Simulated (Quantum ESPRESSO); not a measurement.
# TiAuTa4AlW: a guest atom moved from site to site

Computed values, not a measurement. The program is pw.x of Quantum ESPRESSO 7.5 (plane-wave density functional theory). The cell is made up: eight metal atoms on a hexagonal close-packed lattice, with elements, volume, strain and displacements drawn at random and not relaxed, so it may be unstable or far from any real phase. PseudoDojo standard norm-conserving files set the functional (PBE unless stated); there is no spin polarisation or spin-orbit coupling, the Fermi-Dirac width of 0.25 eV means electrons at about 2900 K, and the masses in the input are unused placeholders. Heavy elements are run without spin-orbit coupling, which real alloys of them have. A spin test at this wide smearing found no moment, but such smearing suppresses magnetism that the real alloy may have.

The runs move one Ti atom among sites that otherwise hold Ta. Cell, positions, cutoff, mesh and smearing stay as in the input of run 1; sites are counted in its order. Stress in the tables is positive in tension.

Input of run 1:

```
&control calculation='scf', pseudo_dir='./dojo.nc.sr.pbe.v0_5.standard.upf', outdir='./o', disk_io='minimal', tprnfor=.true., tstress=.true. /
&system ibrav=0, nat=8, ntyp=5, nbnd=66, ecutwfc=84.00895049, nosym=.true., tot_charge=0,
 occupations='smearing', smearing='fd', degauss=0.0183746611
/
&electrons conv_thr=1.470e-08, electron_maxstep=70, mixing_beta=0.5 /
ATOMIC_SPECIES
Al 1.0 Al.upf
Au 1.0 Au.upf
Ta 1.0 Ta.upf
Ti 1.0 Ti.upf
W 1.0 W.upf
CELL_PARAMETERS angstrom
2.8445 -0.0012 4.8852
2.8457 -0.0517 -4.8859
-2.8909 4.9613 0.0266
ATOMIC_POSITIONS angstrom
Ti 0.0419 -0.1406 -0.0335
Au -1.4993 2.574 -0.0071
Ta 2.7132 1.6468 -2.4074
Ta 1.49 3.9796 -2.4114
Al 2.8569 -0.0916 0.0349
Ta 1.3844 2.5055 -0.0032
Ta 2.92 1.7397 2.5097
W 1.3912 4.0541 2.3797
K_POINTS automatic
5 5 5 1 1 1
```

| run | elements on sites 1 to 8 | free energy less that of run 1 (eV) | -TS (eV) | pressure (GPa) | stress xx (GPa) | stress yy (GPa) | stress zz (GPa) | stress yz (GPa) | stress xz (GPa) | stress xy (GPa) | iterations |
| --- | --- | --- | --- | --- | --- | --- | --- | --- | --- | --- | --- |
| 1 | Ti Au Ta Ta Al Ta Ta W | 0.000 | -1.529 | 8.93 | -14.15 | -9.37 | -3.26 | 0.96 | -0.84 | 1.53 | 17 |
| 2 | Ta Au Ti Ta Al Ta Ta W | 0.011 | -1.526 | 8.51 | -12.86 | -9.62 | -3.05 | 0.88 | -0.37 | 2.08 | 17 |
| 3 | Ta Au Ta Ti Al Ta Ta W | 0.027 | -1.502 | 7.97 | -13.61 | -8.10 | -2.21 | 0.96 | -0.99 | 2.70 | 17 |
| 4 | Ta Au Ta Ta Al Ti Ta W | -0.014 | -1.512 | 8.49 | -12.53 | -10.60 | -2.34 | 0.62 | -1.04 | 2.82 | 17 |
| 5 | Ta Au Ta Ta Al Ta Ti W | -0.022 | -1.510 | 8.37 | -12.58 | -9.85 | -2.68 | 0.70 | -1.46 | 3.01 | 16 |

Forces Fx Fy Fz (eV/Å):

| site | run 1 | run 2 | run 3 | run 4 | run 5 |
| --- | --- | --- | --- | --- | --- |
| 1 | -0.46 1.25 0.15 | -0.64 1.84 0.27 | -0.65 1.84 0.15 | -0.79 1.61 0.22 | -0.60 1.86 0.13 |
| 2 | 0.88 -1.39 -0.31 | 1.15 -1.95 -0.29 | 1.18 -1.67 -0.10 | 1.09 -1.87 -0.29 | 1.15 -1.95 -0.28 |
| 3 | 2.25 -2.14 0.07 | 1.55 -1.40 0.04 | 1.77 -1.49 0.04 | 2.06 -2.01 0.15 | 1.64 -1.82 0.13 |
| 4 | -0.79 3.21 -0.46 | -0.65 2.62 -0.50 | -0.54 2.20 -0.49 | -0.78 3.20 -0.41 | -0.92 2.71 -0.45 |
| 5 | 0.35 0.80 -0.31 | 0.36 0.84 -0.28 | 0.35 0.74 -0.22 | 0.49 0.62 -0.29 | 0.35 0.83 -0.31 |
| 6 | -0.06 -0.94 1.31 | -0.19 -1.22 1.36 | -0.21 -1.28 1.14 | -0.17 -0.88 1.03 | -0.18 -1.24 1.12 |
| 7 | -2.32 -1.72 -0.99 | -1.86 -1.51 -1.11 | -1.99 -1.34 -1.08 | -2.25 -1.59 -0.93 | -1.61 -1.17 -0.89 |
| 8 | 0.15 0.91 0.55 | 0.28 0.78 0.52 | 0.09 0.99 0.57 | 0.34 0.92 0.52 | 0.16 0.77 0.55 |

The sites are displaced and not relaxed, so the energy differences hold strain from misfit and are not ordering energies. A rerun of one cell of this series at a higher cutoff and on a denser mesh moved values by no more than 0.002 eV in energy, 0.02 GPa in stress and 0.004 eV/Å in force, and a second program with other atomic files agreed on that cell to 2 % rms in force and 0.5 GPa in pressure.